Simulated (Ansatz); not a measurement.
CaZn5 in space group P6/mmm (No. 191; Ca on 1a, Zn on 3g, Zn on 2c), the program Ansatz at the r²SCAN level (PAW), all energies at zero smearing, with the estimated change up to a 700 eV cutoff added, with one set of potentials and settings (totals compare only within such a set). Cell of 6 atoms (1 Ca, 5 Zn): -18451.618 eV.

```json
[
 {"element": "Ca", "reference phase": "Fm-3m, 1 atoms in the cell", "E (eV/atom)": "-1821.6752"},
 {"element": "Zn", "reference phase": "P6_3/mmc, 2 atoms in the cell", "E (eV/atom)": "-3325.6729"}
]
```

Formation energy per atom, worked out: (-18451.618 − 1×(-1821.6752) − 5×(-3325.6729))/6 = -0.263 eV/atom (-25 kJ per mol of atoms), at 0 K, without zero-point energy or fitted corrections.

The workflow started from a Materials Project entry (that database holds measured and hypothetical structures alike); the Crystallography Open Database copy checked does not list it. Its standing as an ambient phase is unchecked. The r²SCAN relaxation kept the symmetry of its start; its stability against distortions is not shown here. The references are the lowest solids computed at this level, not always the standard phases.

Potentials: the later of the program's two PAW sets.
